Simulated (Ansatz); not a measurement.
# AgBiSCl2: reading a single point

```yaml
crystal:
  lattice:
    - [3.93095, 0.00000, 0.00000]
    - [1.96548, -6.78685, 0.00000]
    - [0.00000, 0.00000, -8.73501]
  atoms:
    - { symbol: Cl, position: [0.34378, 0.31244, 0.43785] }
    - { symbol: Cl, position: [0.65622, 0.68756, 0.93785] }
    - { symbol: Cl, position: [0.65622, 0.68756, 0.56215] }
    - { symbol: Cl, position: [0.34378, 0.31244, 0.06215] }
    - { symbol: Bi, position: [0.29152, 0.41696, 0.75000] }
    - { symbol: Bi, position: [0.70848, 0.58304, 0.25000] }
    - { symbol: Ag, position: [0.00000, 0.00000, 0.50000] }
    - { symbol: Ag, position: [0.00000, 0.00000, 0.00000] }
    - { symbol: S, position: [0.91903, 0.16194, 0.75000] }
    - { symbol: S, position: [0.08097, 0.83806, 0.25000] }
```

Level: LDA, no spin polarisation; 420 eV; 7×7×3 Γ-centred mesh; cold occupations (width 0.0415 eV); Ansatz 0.2.0, fixed geometry.

- Formation energy: -0.72 eV an atom against the elements' usual phases (free molecules for gases, crystals otherwise, with no correction for O₂ or N₂), so it is bound against them; other compounds may still compete. Relaxing would lower it.
- Stress: The pressure is -1.8 GPa (compression positive), so with the atoms held at these fractions the cell would first shrink. The principal stresses -3.7, -1.3, -0.5 GPa differ, so its shape would change too.
- Contacts: Ag–S at 2.44 Å: least valence density 0.49 e/Å³ and ELF 0.29 there. Bi–S at 2.62 Å: least valence density 0.45 e/Å³ and ELF 0.46 there. Cl–Bi at 2.82 Å: least valence density 0.28 e/Å³ and ELF 0.27 there. Both are smooth PAW fields, read partly inside the augmentation spheres.
- Band edges: Within 0.7 eV of the edges, the states project mainly on Ag d (33 %), S p (28 %) and Cl p (26 %) below the gap and on Bi p (63 %) above it.
- Electronic structure: The gap is 0.95 eV, direct at the points sampled.
- Charges: Bader charges in e: Ag +0.43, Bi +1.40, S -0.65, Cl -0.59. In the mean Bi gives up most and S takes most.
- Forces: The largest is on S9 (and as large on other atoms): 0.61 eV/Å, components (0.00, 0.61, 0.00). It makes 63° with the line to a nearest neighbour, Ag7 at 2.44 Å.

Origin: a database entry at a rescaled volume. Caveats: no spin-orbit coupling, which can shift this gap by tenths of an eV.
